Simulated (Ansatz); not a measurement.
Consider the following.

PtSb₂ (space group Pa-3)

```xyz
12
Lattice="6.5533 0.0000 0.0000 0.0000 6.5533 0.0000 0.0000 0.0000 6.5533" Properties=species:S:1:pos:R:3 pbc="T T T"
Sb     2.4568     0.8198     5.7335
Sb     4.0965     5.7335     0.8198
Sb     0.8198     5.7335     2.4568
Sb     5.7335     0.8198     4.0965
Sb     5.7335     2.4568     0.8198
Sb     0.8198     4.0965     5.7335
Sb     4.0965     4.0965     4.0965
Sb     2.4568     2.4568     2.4568
Pt     0.0000     3.2766     3.2766
Pt     3.2766     3.2766     0.0000
Pt     3.2766     0.0000     3.2766
Pt     0.0000     0.0000     0.0000
```

Equation-of-state scan: isotropic scaling of the cell above, V₀ being its volume. The atoms relax within the cell's symmetry.

Calculation: PBE (plane waves to 420 eV, PAW, scalar-relativistic; Ansatz, an electronic-structure program). k mesh 6×6×6 (Γ-centred), Fermi-Dirac smearing 0.05 eV. Energies are smeared free energies. Stress and pressure are positive under compression. At this level the bands of PtSb2 touch or barely overlap; measurements give the solid a gap. PtSb2 is run without spin polarisation. PtSb2 was relaxed with its symmetry unable to fall. Spin-orbit coupling is left out, though Pt and Sb are heavy. The zero of ΔE is the relaxed starting cell.

The scan covers V/V₀ from 0.900 to 1.100 in 13 points.

Problem. What is the fitted pressure derivative B₀′?

Solution. 5.2.

Problem. What bulk modulus B₀ follows from a third-order Birch-Murnaghan fit?

Solution. 104 GPa.

(Under strain, the slope of the energy per volume gives the stress and its curvature an elastic modulus.)
